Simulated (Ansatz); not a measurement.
La-139 NMR of the central transition in Sr2LaNbO6

Cell: a Materials Project structure (computed, not necessarily an observed phase).

```cif
data_Sr2LaNbO6
_symmetry_space_group_name_H-M 'Pn-3:1'
_symmetry_Int_Tables_number 201
_cell_length_a 8.5682
_cell_length_b 8.5682
_cell_length_c 8.5682
_cell_angle_alpha 90.000
_cell_angle_beta 90.000
_cell_angle_gamma 90.000
loop_
_atom_site_label
_atom_site_type_symbol
_atom_site_symmetry_multiplicity
_atom_site_Wyckoff_symbol
_atom_site_fract_x
_atom_site_fract_y
_atom_site_fract_z
Sr1 Sr 2 a 0.5000 0.5000 0.5000
Sr3 Sr 6 d 0.0000 0.0000 0.5000
La La 4 c 0.7500 0.7500 0.7500
Nb Nb 4 b 0.2500 0.2500 0.2500
O O 24 h 0.2117 0.2979 0.4786
```

One atom of each set is listed.

The numbers come from a DFT calculation in Ansatz (r2SCAN, plane waves and PAW, scalar-relativistic, 500 eV cutoff, Γ-centred 3×3×3 k-points, Fermi–Dirac smearing 0.02 eV).

La-139 has I = 7/2 and Q = 206.0 mb (Pyykkö 2018); at 14.1 T its Larmor frequency is ν₀ = 85.5 MHz (from the bare nuclear moment; shielding lowers the observed one by a per cent or two). Only the quadrupole interaction is simulated: positions count from each site's isotropic chemical shift, and J coupling is left out, as are shift anisotropy and dipolar coupling, which fast spinning averages.

Task: Simulate the second-order pattern (fast magic-angle spinning, Gaussian broadening 0.1 kHz) of site La (6 O at 2.38 Å).

Result: The calculation gives C_Q = -8.90 MHz and η = 0.00, so ν_Q = 0.636 MHz and the centre of gravity lies at -27.7 ppm (-2.37 kHz).

| offset (kHz) | height |
| --- | --- |
| -6.123 | 0 |
| -5.881 | 4 |
| -5.640 | 7 |
| -5.398 | 6 |
| -5.157 | 7 |
| -4.915 | 7 |
| -4.673 | 7 |
| -4.432 | 7 |
| -4.190 | 8 |
| -3.949 | 8 |
| -3.707 | 87 |
| -3.465 | 74 |
| -3.224 | 55 |
| -2.982 | 49 |
| -2.741 | 45 |
| -2.499 | 45 |
| -2.257 | 44 |
| -2.016 | 47 |
| -1.774 | 49 |
| -1.533 | 55 |
| -1.291 | 66 |
| -1.050 | 100 |
| -0.808 | 94 |
| -0.566 | 0 |

An axis of threefold or higher order runs through La, so V_zz lies along it and η is zero.

The largest force is 0.5 eV/Å, so the atoms aren't at the calculated equilibrium and relaxing them would move these values. Without spin–orbit coupling (the program notes it for La) the gradients are little affected as a rule: paired runs on crystals with a gap mostly move them by under 2 % at such atoms.
